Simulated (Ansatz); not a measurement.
**Migration: F started in the widest void in zincblende SnC, 65 atoms, charge −1**

Method: DFT, PBEsol, PAW, plane waves in Ansatz.

Command:

```sh
ansatz run in.yaml --threads 8 --pin off --max-ram 118750MiB --runs-dir r --events-out ev --progress --plain --backend cuda --devices 0,
```

The input less its lattice and atoms:

```yaml
crystal:
  symmetry: { detect: false }
kpoints:
  mp_grid: { grid: [1, 1, 1], shift: [0.25, 0.25, 0.25] }
hamiltonian:
  xc: pbesol
total_charge: -1
scf:
  occupations: { method: fermi_dirac, width: 0.01 }
neb:
  images: 5
  f_tol: 0.06
  max_iterations: 90
  relax_end_points: true
```

First end, relaxed:

```xyz
65
Lattice="10.0680 0.0000 0.0000 0.0000 10.0680 0.0000 0.0000 0.0000 10.0680" Properties=species:S:1:pos:R:3 pbc="T T T"
Sn   10.0659    0.0035   10.0668
Sn    0.0002    0.0065    5.0355
Sn   10.0633    5.0376   10.0675
Sn   10.0653    5.0390    5.0346
Sn    5.0306    0.0029   10.0677
Sn    5.0322    0.0046    5.0351
Sn    5.0311    5.0369   10.0347
Sn    5.0347    5.0422    5.0622
Sn    2.5139    2.5211   10.0676
Sn    2.4759    2.4829    4.9953
Sn    2.4664    7.6009    0.0456
Sn    2.5144    7.5550    5.0336
Sn    7.5962    2.4713    0.0474
Sn    7.5484    2.5210    5.0335
Sn    7.5477    7.5548   10.0670
Sn    7.5943    7.6012    4.9855
Sn    2.5164    0.0067    2.5192
Sn    2.5152    0.0044    7.5517
Sn    2.5155    5.0391    2.5163
Sn    2.5423    5.0419    7.5543
Sn    7.5473    0.0035    2.5172
Sn    7.5483    0.0024    7.5501
Sn    7.5480    5.0376    2.5148
Sn    7.5150    5.0368    7.5504
Sn    0.0002    2.5228    2.5198
Sn   10.0650    2.5219    7.5515
Sn   10.0653    7.5540    2.5166
Sn   10.0632    7.5550    7.5500
Sn    5.0325    2.5222    2.5167
Sn    5.0360    2.5504    7.5553
Sn    5.0309    7.5552    2.5149
Sn    5.0304    7.5230    7.5497
C     1.2540    1.2608    1.2601
C     1.2439    1.2510    6.2911
C     1.2386    6.2956    1.2733
C     1.2550    6.2978    6.2924
C     6.2893    1.2449    1.2743
C     6.2909    1.2618    6.2925
C     6.2875    6.2946    1.2555
C     6.3793    6.3871    6.2046
C     3.7724    3.7791    1.2559
C     3.6930    3.6999    6.2123
C     3.7703    8.8298    1.2744
C     3.7725    8.8122    6.2918
C     8.8237    3.7772    1.2751
C     8.8048    3.7796    6.2919
C     8.8075    8.8140    1.2589
C     8.8228    8.8300    6.2894
C     3.7717    1.2508    3.7634
C     3.7726    1.2619    8.8098
C     3.7729    6.2975    3.7736
C     3.6855    6.3864    8.8986
C     8.8087    1.2609    3.7734
C     8.8226    1.2445    8.8086
C     8.8218    6.2958    3.7581
C     8.8040    6.2947    8.8069
C     1.2443    3.7786    3.7636
C     1.2544    3.7799    8.8098
C     1.2541    8.8153    3.7736
C     1.2387    8.8285    8.8084
C     6.2904    3.7799    3.7746
C     6.3822    3.6897    8.9018
C     6.2888    8.8288    3.7583
C     6.2873    8.8115    8.8071
F     5.0476    5.0500    7.5666
```

The last end differs by the jump below and was relaxed too.

Atom 65 (F) jumps. The converged band:

```csv
image,path length (Å),energy (eV),x of the mover (Å),y (Å),z (Å)
0,0.00,0.000,5.048,5.050,7.567
1,0.45,0.131,5.262,5.268,7.781
2,0.91,0.297,5.515,5.522,8.035
3,1.27,0.123,5.722,5.728,8.241
4,1.63,-0.393,5.927,5.934,8.447
5,1.99,-1.001,6.127,6.134,8.646
6,2.36,-1.259,6.291,6.298,8.811
```

Highest image (2):

```xyz
65
Lattice="10.0680 0.0000 0.0000 0.0000 10.0680 0.0000 0.0000 0.0000 10.0680" Properties=species:S:1:pos:R:3 pbc="T T T"
Sn   10.0608   10.0674    0.0007
Sn    0.0181    0.0247    5.0363
Sn   10.0515    5.0276    0.0006
Sn   10.0640    5.0384    5.0258
Sn    5.0209   10.0582    0.0006
Sn    5.0318    0.0027    5.0257
Sn    5.0097    5.0162    0.0023
Sn    5.0727    5.0794    5.0303
Sn    2.5047    2.5113   10.0644
Sn    2.5524    2.5590    5.0718
Sn    2.4184    7.6056    0.0503
Sn    2.5047    7.5517    5.0241
Sn    7.5990    2.4249    0.0504
Sn    7.5451    2.5113    5.0241
Sn    7.5352    7.5418   10.0546
Sn    7.5989    7.6056    4.9378
Sn    2.5170    0.0247    2.5375
Sn    2.5064    0.0027    7.5511
Sn    2.5064    5.0384    2.5154
Sn    2.5109    5.0794    7.5921
Sn    7.5494   10.0674    2.5122
Sn    7.5492   10.0582    7.5403
Sn    7.5492    5.0276    2.5030
Sn    7.5509    5.0162    7.5290
Sn    0.0181    2.5236    2.5375
Sn   10.0640    2.5130    7.5511
Sn   10.0607    7.5560    2.5121
Sn   10.0515    7.5558    7.5403
Sn    5.0317    2.5130    2.5154
Sn    5.0728    2.5175    7.5921
Sn    5.0209    7.5558    2.5030
Sn    5.0096    7.5576    7.5290
C     1.2496    1.2562    1.2634
C     1.2748    1.2814    6.2926
C     1.2184    6.2852    1.2805
C     1.2438    6.2959    6.2850
C     6.2785    1.2250    1.2806
C     6.2893    1.2504    6.2850
C     6.2789    6.2855    1.2513
C     6.3908    6.3976    6.1278
C     3.7477    3.7544    1.2734
C     3.8137    3.8203    6.3331
C     3.7482    8.8294    1.2742
C     3.7478    8.8287    6.2672
C     8.8228    3.7548    1.2742
C     8.8220    3.7544    6.2671
C     8.7969    8.8035    1.2483
C     8.8228    8.8294    6.2675
C     3.7732    1.2814    3.7942
C     3.7656    1.2504    8.8086
C     3.7656    6.2959    3.7632
C     3.6085    6.3976    8.9102
C     8.8120    1.2562    3.7690
C     8.8292    1.2250    8.7979
C     8.8291    6.2852    3.7378
C     8.7998    6.2855    8.7983
C     1.2748    3.7799    3.7942
C     1.2438    3.7723    8.8086
C     1.2496    8.8186    3.7690
C     1.2184    8.8357    8.7979
C     6.2892    3.7723    3.7632
C     6.3909    3.6149    8.9103
C     6.2785    8.8357    3.7378
C     6.2789    8.8065    8.7983
F     5.5152    5.5217    8.0346
```

(1) What are the barriers forward and back?

Time: 34 s of wall time on one NVIDIA GB300 with 8 processor threads, on a host shared with other runs; peak host memory 2.5 GiB.

Results:

(1) 0.297 eV forward and 1.556 eV back, at the single k point (¼, ¼, ¼) without its symmetry partners and without charge corrections. The two differ because the ends are different sites or relaxed into different distortions; from the lower end the barrier is the larger one. The one k point singles out an axis, so the ends can be distorted along it and jumps that symmetry makes equal can differ. The highest image climbed; that it is a first-order saddle isn't proved.
